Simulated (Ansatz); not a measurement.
Consider the following.

PbSe:
```
CELL_PARAMETERS angstrom
      3.76800     0.00000     0.00000
      0.00000     3.76800     0.00000
      0.00000     0.00000     3.76800
ATOMIC_POSITIONS crystal
  Pb 0.00000 0.00000 0.00000
  Se 0.50000 0.50000 0.50000
```

This is the r²SCAN-relaxed structure.

Problem. All from r²SCAN (plane waves, PAW; program Ansatz), unless another level is named. Predict the electronic character.

Solution. metallic (no gap).

Problem. Predict the formation energy from the elements (no fitted shifts).

Solution. -40 kJ/mol of atoms.

Problem. What about the density of states at the Fermi level?

Solution. 0.18 states/eV per atom (mean over ±0.08 eV).

Problem. Next, the gap with spin–orbit coupling?

Solution. none (metallic).

Space group Pm-3m (CsCl type). The workflow started from a Materials Project entry (that database holds measured and hypothetical structures alike); the Crystallography Open Database copy checked does not list it. It is not the phase usual at ambient conditions (space group No. 225). The r²SCAN relaxation kept the symmetry of its start; whether a distortion lowers the energy is not shown. The references are the lowest solids computed at this level, not always the standard phases. Spin–orbit coupling is left out wherever it is not named.

Potentials: the later of the program's two PAW sets.
